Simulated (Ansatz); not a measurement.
This cell of CsPbCl3 (cubic perovskite) is off equilibrium:

```yaml
crystal:
  lattice:
    - [5.73565, 0.00000, 0.00000]
    - [0.00000, 5.73565, 0.00000]
    - [0.00000, 0.00000, 5.73565]
  atoms:
    - { symbol: Cs, position: [0.00000, 0.00000, 0.00000] }
    - { symbol: Pb, position: [0.50000, 0.50000, 0.50000] }
    - { symbol: Cl, position: [0.00000, 0.50000, 0.50000] }
    - { symbol: Cl, position: [0.50000, 0.50000, 0.08996] }
    - { symbol: Cl, position: [0.50000, 0.00000, 0.50000] }
```

Calculation: PBE (plane waves to 420 eV, PAW, scalar-relativistic; Ansatz, an electronic-structure program). k mesh 5×5×5 (Γ-centred), Fermi-Dirac smearing 0.05 eV. E stands for the smeared free energy. Compression counts positive. CsPbCl3 was relaxed with its symmetry unable to fall. Spin-orbit coupling is left out, though Pb is heavy. The PAW data are Ansatz's earlier set. This is a high-temperature form of CsPbCl3.

### Question
Predict the force on every atom, in eV/Å.

### Answer
| atom | Fx | Fy | Fz |
|---|---|---|---|
| Cs1 | 0.000 | 0.000 | 0.027 |
| Pb2 | 0.000 | 0.000 | 2.864 |
| Cl3 | 0.000 | 0.000 | 0.067 |
| Cl4 | 0.000 | 0.000 | -3.025 |
| Cl5 | 0.000 | 0.000 | 0.067 |

### Question
What is the stress tensor (GPa)?

### Answer
```
    0.6      0.0      0.0
    0.0      0.6      0.0
    0.0      0.0      5.7
```
The pressure, a third of the trace, is 2.3 GPa.

### Question
In it atom 4 sits (0.000, 0.000, 0.516) Å away from its relaxed site. What is its energy relative to the relaxed cell?

### Answer
483 meV/cell.

(For displaced atoms, the force is minus the slope of the energy, and its curvature is a force constant, which sets phonon frequencies.)
